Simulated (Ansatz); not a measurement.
CoP$_{2}$ in space group P2_1/c (No. 14; Co on 4e, P on 4e, P on 4e) at seven volumes, plane-wave PAW r²SCAN (Ansatz code), shape and atoms relaxed at each. One row is withheld.

```csv
V (Å³/atom),P (GPa)
11.766,?
12.154,12.39
12.542,5.68
12.929,0.00
13.317,-4.82
13.705,-8.89
14.093,-12.33
```

Q: Fit the shown pressures and predict the withheld one.

A: Third-order Birch–Murnaghan: P = (3/2)B₀(x^(7/2) − x^(5/2))[1 + (3/4)(B′ − 4)(x − 1)] with x = (V₀/V)^(2/3). Least squares on the six rows gives V₀ = 12.929 Å³/atom, B₀ = 174.1 GPa, B′ = 4.57. At V = 11.766, x = 1.0649 and P = 20.37 GPa. The run itself gave 20.30 GPa.

The first step of the workflow began from a Materials Project structure, measured or hypothetical; the Crystallography Open Database copy checked does not list it. Whether it is the stable phase at ambient conditions was not checked. The r²SCAN relaxation kept the symmetry of its start; its stability against distortions is not shown here. No spin polarisation was allowed.

Potentials: the later of the program's two PAW sets.
